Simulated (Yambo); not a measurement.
A G0W0@PBEsol run in Yambo for KLuS$_{2}$ (space group R-3m, No. 166) (4×4×4 Γ-centred k mesh, bands 2 to 111 and a 6 Ry block in the screening, 111 bands in G with the Bruneval-Gonze terminator, plasmon pole fitted at 27.2 eV) gives these matrix elements, in eV, at the band edges (Γ → F):

| state | E0 | <Vxc> | <Σx> | <Σc(E0)> | Z |
|---|---|---|---|---|---|
| valence edge | 0.000 | -14.084 | -16.921 | 1.858 | 0.800 |
| conduction edge | 2.100 | -10.773 | -6.984 | -3.220 | 0.823 |

Solve the linearised quasiparticle equation for both states, give the gap, and say how exchange and correlation each act on it.

E = E0 + Z(Σx + Σc − Vxc). Valence: 0.000 + 0.800 × (-16.921 + (1.858) − (-14.084)) = -0.78 eV. Conduction: 2.100 + 0.823 × (-6.984 + (-3.220) − (-10.773)) = 2.57 eV. The gap is 3.35 eV, against 2.10 eV in PBEsol. Replacing Vxc by bare exchange alone would open it by 6.63 eV; correlation takes back 5.08 eV of that, and Z scales what is left. Convergence of the G0W0 settings was not tested. The 4f states are in the valence at their DFT position.

Geometry relaxed with PBEsol; primitive cell a = b = c = 7.578 Å, α = β = γ = 29.88°.
